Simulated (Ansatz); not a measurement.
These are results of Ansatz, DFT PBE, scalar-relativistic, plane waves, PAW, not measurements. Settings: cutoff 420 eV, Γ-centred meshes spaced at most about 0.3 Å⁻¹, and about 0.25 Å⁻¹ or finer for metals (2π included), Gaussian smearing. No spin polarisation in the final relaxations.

These are static total energies at zero pressure. All come from trial cells, and lower structures may exist.

**Question.** Which of these relaxed structures of Li3Ta2O is the lowest in energy?
A.

```xyz
6
Lattice="2.4557 1.4178 3.6673 -2.4557 1.4178 3.6673 0.0000 -2.8356 3.6673" Properties=species:S:1:pos:R:3 pbc="T T T"
Li    0.0000    1.4178    3.6673
Li   -1.2279   -0.7089    3.6673
Li    1.2279   -0.7089    3.6673
Ta    0.0000    0.0000    1.3208
Ta    0.0000    0.0000    9.6812
O     0.0000    0.0000    5.5010
```

B.

```xyz
6
Lattice="2.7790 0.0000 0.0000 0.0000 2.7790 0.0000 0.0000 0.0000 10.7979" Properties=species:S:1:pos:R:3 pbc="T T T"
Li    1.3895    1.3895    0.0000
Li    0.0000    1.3895    4.3135
Li    1.3895    0.0000    6.4844
Ta    0.0000    1.3895    8.7090
Ta    1.3895    0.0000    2.0889
O     0.0000    0.0000    0.0000
```

C.

```xyz
6
Lattice="4.1153 0.0000 0.0000 0.0000 4.1153 0.0000 0.0000 0.0000 6.2418" Properties=species:S:1:pos:R:3 pbc="T T T"
Li    0.0000    0.0000    1.9436
Li    0.0000    0.0000    4.2981
Li    2.0576    2.0576    3.1209
Ta    2.0576    0.0000    0.0000
Ta    0.0000    2.0576    0.0000
O     2.0576    2.0576    0.0000
```

D.

```xyz
6
Lattice="2.8227 0.0000 0.0000 -1.4114 2.4446 0.0000 0.0000 0.0000 13.1642" Properties=species:S:1:pos:R:3 pbc="T T T"
Li    0.0000    0.0000    6.5821
Li    0.0000    1.6297    0.8839
Li    1.4114    0.8149   12.2803
Ta    0.0000    1.6297    9.1994
Ta    1.4114    0.8149    3.9648
O     0.0000    0.0000    0.0000
```

**Answer.** D. It has space group P-3m1 (No. 164); the next, C, with space group P4/mmm (No. 123), lies 169 meV/atom higher. Counting Li or Ta atoms around O (for each partner element, those within 1.25 times its shortest distance or 1.15 times the sum of covalent radii, where it is the nearest in units of that sum or under 1.3), the lowest has O 6 and the next has O 4.

These runs have no spin–orbit coupling, which can matter for Ta. Cells relaxed within their symmetry can be saddle points. Some types were kept out of the candidates beforehand, so the set may lack a known form.
